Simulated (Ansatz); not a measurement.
# Compressing Ni2SbTe: a fit and a missing row

Ni2SbTe, P-6m2, a = 3.966 Å, c = 5.203 Å. The structure is a Materials Project entry; whether it is the stable form wasn't checked. Ansatz: r2SCAN, PAW, 500 eV, Γ-centred 12×12×8 mesh on 4 atoms, Gaussian smearing 0.10 eV; no spin polarisation. Shape and atoms are relaxed at each volume; pressure is positive in compression.

| V (Å³/atom) | P (GPa) |
| --- | --- |
| 16.655 | ? |
| 17.186 | 3.70 |
| 17.718 | 0.00 |
| 18.249 | -3.09 |
| 18.781 | -5.68 |

Take V0 = 17.718 Å³/atom, fit the third-order Birch–Murnaghan form to the other rows, and predict the missing pressure.

With the Eulerian strain f = ½[(V0/V)^(2/3) − 1] and y = P/[3f(1 + 2f)^(5/2)], the form is the line y = B0 + 1.5 B0 (B0′ − 4) f. Rows (f, y): 0.01027, 114.1; -0.00975, 111.0; -0.01905, 109.5. Means f = -0.006177, y = 111.53; Σ(Δf)² = 0.0004490, ΣΔfΔy = 0.07029; the slope is their ratio. y = 112.5 + 156.6 f GPa, so B0 = 112.5 GPa and B0′ = 4 + 2 × (156.6)/(3 × 112.5) = 4.93. At V = 16.655, f = 0.02105, y = 115.80 and P = 8.11 GPa. The run gave 8.12 GPa, so the fit is 0.01 GPa too low, a small miss on the scale of the series. The form still works here, 33 % of the fitted range beyond its end.

Cost: 5 runs of about 9.2 core-minutes in all, on Intel Xeon 6975P-C (Granite Rapids) (shared hosts).